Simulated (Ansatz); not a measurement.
# Magnetic states of nickel, hcp

Method: DFT, PBEsol, plane waves (420 eV) with PAW, scalar-relativistic in Ansatz. (PAW data from PBE, frozen cores regenerated.)

Each start was relaxed and then solved on a dense mesh, with Fermi-Dirac smearing of 0.05 eV (0.1 eV in a metal without spin) extrapolated to zero. Rows within 2 meV/atom of each other tie.

Problem. Where does each start end, and how do the energies compare? Starts: ferromagnetic; antiferromagnetic (alternate layers); non-magnetic.

Solution. 
| start | ends | ΔE (meV/atom) | V (Å³/atom) |
| --- | --- | --- | --- |
| antiferromagnetic (alternate layers) | ferromagnetic, net 0.64 μB per atom | 0.0 | 10.41 |
| ferromagnetic | ferromagnetic, net 0.64 μB per atom | 0.0 | 10.41 |
| non-magnetic | spin not included | 46.8 | 10.39 |
